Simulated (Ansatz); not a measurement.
CsGeBr3:
```yaml
crystal:
  lattice:
    - [3.96507, 2.28924, 3.35223]
    - [-3.96507, 2.28924, 3.35223]
    - [0.00000, -4.57847, 3.35223]
  atoms:
    - { symbol: Cs, position: [0.00147, 0.00147, 0.00147] }
    - { symbol: Ge, position: [0.47674, 0.47674, 0.47674] }
    - { symbol: Br, position: [0.02926, 0.50525, 0.50525] }
    - { symbol: Br, position: [0.50525, 0.02926, 0.50525] }
    - { symbol: Br, position: [0.50525, 0.50525, 0.02926] }
```

Relaxed with r²SCAN.

### Question
Map the electron localisation function on the plane through (0.001, 0.001, 0.001) spanned by u = [1, 0, 0] and v = [0, 1, 1] in lattice vectors, from r²SCAN in the plane-wave PAW code Ansatz.

### Answer
x is the fraction of u, y of v (the angle between them is 88°; rows are the nearest grid lines); atoms in the plane: Cs at (0.00, 0.00), Ge at (0.48, 0.48), Br at (0.03, 0.50).
```
y \ x   0.000  0.107  0.179  0.286  0.357  0.464  0.536  0.643  0.714  0.821  0.893   1.00
------  -----  -----  -----  -----  -----  -----  -----  -----  -----  -----  -----  -----
1.00    0.000  0.712  0.897  0.455  0.019  0.003  0.003  0.019  0.448  0.897  0.712  0.000
0.925   0.714  0.886  0.866  0.195  0.009  0.007  0.007  0.008  0.154  0.855  0.891  0.714
0.850   0.845  0.769  0.483  0.014  0.009  0.014  0.014  0.009  0.010  0.406  0.745  0.845
0.775   0.030  0.021  0.010  0.007  0.012  0.017  0.017  0.012  0.007  0.008  0.018  0.030
0.700   0.531  0.412  0.151  0.019  0.027  0.046  0.042  0.021  0.011  0.062  0.298  0.531
0.625   0.898  0.847  0.656  0.140  0.354  0.646  0.693  0.363  0.054  0.445  0.794  0.898
0.550   0.137  0.607  0.818  0.398  0.419  0.336  0.486  0.673  0.186  0.651  0.851  0.137
0.450   0.331  0.655  0.832  0.389  0.292  0.017  0.064  0.494  0.241  0.628  0.871  0.331
0.375   0.879  0.824  0.650  0.196  0.214  0.302  0.326  0.299  0.087  0.308  0.764  0.879
0.300   0.408  0.337  0.120  0.039  0.072  0.134  0.126  0.059  0.025  0.027  0.152  0.408
0.225   0.034  0.017  0.009  0.015  0.029  0.044  0.043  0.028  0.014  0.010  0.024  0.034
0.150   0.847  0.743  0.378  0.010  0.012  0.021  0.021  0.013  0.013  0.450  0.771  0.847
0.0750  0.713  0.891  0.856  0.159  0.007  0.008  0.008  0.009  0.181  0.865  0.886  0.713
0.000   0.000  0.712  0.897  0.455  0.019  0.003  0.003  0.019  0.448  0.897  0.712  0.000
```

The density is the valence pseudo-density with augmentation charge, so density and ELF within about 1 Å of a nucleus are not all-electron values.

Space group R3m. The workflow started from a Materials Project entry (that database holds measured and hypothetical structures alike); the Crystallography Open Database copy checked does not list it. Whether it is the stable phase at ambient conditions was not checked. Symmetry was held in the r²SCAN relaxation; whether a distortion lowers the energy is not shown. Spin–orbit coupling is left out wherever it is not named.

Potentials: the later of the program's two PAW sets.
